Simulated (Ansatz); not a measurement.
CaZrN$_{2}$:
```xyz
4
Lattice="1.6550 0.9555 5.5965 -1.6550 0.9555 5.5965 0.0000 -1.9111 5.5965" Properties=species:S:1:pos:R:3 pbc="T T T"
Ca     0.0000     0.0000     0.0000
Zr     0.0000     0.0000     8.3948
N      0.0000     0.0000     4.0004
N      0.0000     0.0000    12.7891
```

Relaxed with r²SCAN. Independent-particle spectrum: no excitons, no local fields, no scissors shift; 0.1 eV broadening; ε₁ of the summed bands alone.

Task: Tabulate the dielectric function from DFT-r²SCAN in the program Ansatz with PAW potentials.

Result: 

| E (eV) | ε₁ xx | ε₂ xx | ε₁ zz | ε₂ zz |
|---|---|---|---|---|
| 0.0 | 8.99 | 0.00 | 7.89 | 0.00 |
| 0.4 | 9.10 | 0.00 | 7.99 | 0.00 |
| 0.8 | 9.49 | 0.00 | 8.33 | 0.00 |
| 1.2 | 10.47 | 0.00 | 9.18 | 0.00 |
| 1.6 | 12.80 | 2.82 | 11.69 | 2.62 |
| 2.0 | 10.69 | 4.82 | 8.84 | 5.06 |
| 2.4 | 9.56 | 5.30 | 6.99 | 4.82 |
| 2.8 | 9.29 | 5.78 | 6.28 | 4.33 |
| 3.2 | 8.08 | 8.46 | 6.12 | 4.46 |
| 3.6 | 5.83 | 8.60 | 5.24 | 4.01 |
| 4.0 | 1.90 | 7.27 | 4.86 | 3.78 |
| 4.4 | 2.65 | 3.88 | 4.73 | 3.33 |
| 4.8 | 3.96 | 3.19 | 5.04 | 2.90 |
| 5.2 | 5.29 | 3.17 | 5.79 | 2.37 |
| 5.6 | 5.68 | 3.67 | 7.45 | 3.43 |
| 6.0 | 7.09 | 5.08 | 7.37 | 5.47 |
| 6.4 | 6.84 | 6.93 | 6.45 | 6.68 |
| 6.8 | 5.24 | 7.80 | 5.55 | 6.59 |
| 7.2 | 4.55 | 9.03 | 4.62 | 8.07 |
| 7.6 | 1.70 | 11.14 | 3.46 | 8.76 |
| 8.0 | -0.29 | 7.89 | 1.37 | 8.02 |
| 8.4 | -0.04 | 7.57 | 0.70 | 7.84 |
| 8.8 | -2.49 | 8.03 | -0.42 | 7.03 |
| 9.2 | -3.02 | 5.22 | -0.83 | 5.85 |
| 9.6 | -2.33 | 4.19 | -0.72 | 7.20 |
| 10.0 | -1.82 | 3.83 | -1.86 | 5.62 |
| 10.4 | -1.96 | 3.40 | -2.63 | 5.14 |
| 10.8 | -1.84 | 2.75 | -3.17 | 3.52 |
| 11.2 | -2.09 | 2.82 | -3.16 | 2.82 |
| 11.6 | -2.30 | 1.79 | -2.22 | 1.47 |
| 12.0 | -1.60 | 1.03 | -1.84 | 1.01 |

Task: From ε at 2.0 eV (xx: 10.69 + 4.82i), find n, k, the normal reflectivity and the absorption coefficient.

Result: n = 3.35, k = 0.720, R = 31 %, α = 2kE/ħc = 150000 cm⁻¹.

With all bands, ε∞ without local fields is 9.11 (xx = yy), 8.02 (zz).

Space group R-3m. The workflow started from a Materials Project entry (that database holds measured and hypothetical structures alike); the Crystallography Open Database copy checked does not list it. Whether it is the stable phase at ambient conditions was not checked. Symmetry was held in the r²SCAN relaxation; its stability against distortions is not shown here. No spin polarisation was allowed. Scalar-relativistic: spin–orbit coupling is off unless named, which matters more the heavier the elements.

Potentials: the later of the program's two PAW sets.
